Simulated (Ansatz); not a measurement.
Te$_{2}$Rh:
```yaml
crystal:
  lattice:
    - [3.88714, 0.00000, 0.00000]
    - [-1.94357, 3.36636, 0.00000]
    - [0.00000, 0.00000, 5.24732]
  atoms:
    - { symbol: Rh, position: [0.00000, 0.00000, 0.00000] }
    - { symbol: Te, position: [0.33333, 0.66667, 0.25702] }
    - { symbol: Te, position: [0.66667, 0.33333, 0.74298] }
```

Relaxed with LDA.

Q: Give the Bader charges and basin volumes of the independent atoms, LDA in the plane-wave PAW code Ansatz.

A: 

```tsv
atom	Bader charge (e)	Bader volume (Å³)
Rh1	-0.36	17.9
Te2	+0.18	25.4
```

Space group P-3m1. The workflow started from an entry of the Crystallography Open Database (COD), which files this formula under 2 space groups. Its standing as an ambient phase is unchecked. Symmetry was held in the LDA relaxation; its stability against distortions is not shown here. The run is not spin-polarised. A crystal of weakly bound layers computed without a dispersion correction: the cell and the soft elastic constants depend strongly on that. Spin–orbit coupling is left out wherever it is not named.

Potentials: the later of the program's two PAW sets.
